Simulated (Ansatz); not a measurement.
ZnCu (CsCl type, Pm-3m) at seven volumes, the program Ansatz at the PBE level (PAW), scaled uniformly. One row is withheld.

| V (Å³/atom) | P (GPa) |
|---|---|
| 11.840 | 13.75 |
| 12.231 | 8.32 |
| 12.621 | 3.79 |
| 13.011 | 0.00 |
| 13.402 | -3.17 |
| 13.792 | ? |
| 14.182 | -7.99 |

Problem. Fit the shown pressures and predict the withheld one.

Solution. P = (3/2)B₀(x^(7/2) − x^(5/2))[1 + (3/4)(B′ − 4)(x − 1)] with x = (V₀/V)^(2/3). Least squares on the six rows gives V₀ = 13.011 Å³/atom, B₀ = 115 GPa, B′ = 5.00. At V = 13.792, x = 0.9619 and P = -5.80 GPa. The run itself gave -5.80 GPa.

The cell was relaxed with PBE under the symmetry of its start. The run is not spin-polarised.

Potentials: the later of the program's two PAW sets.
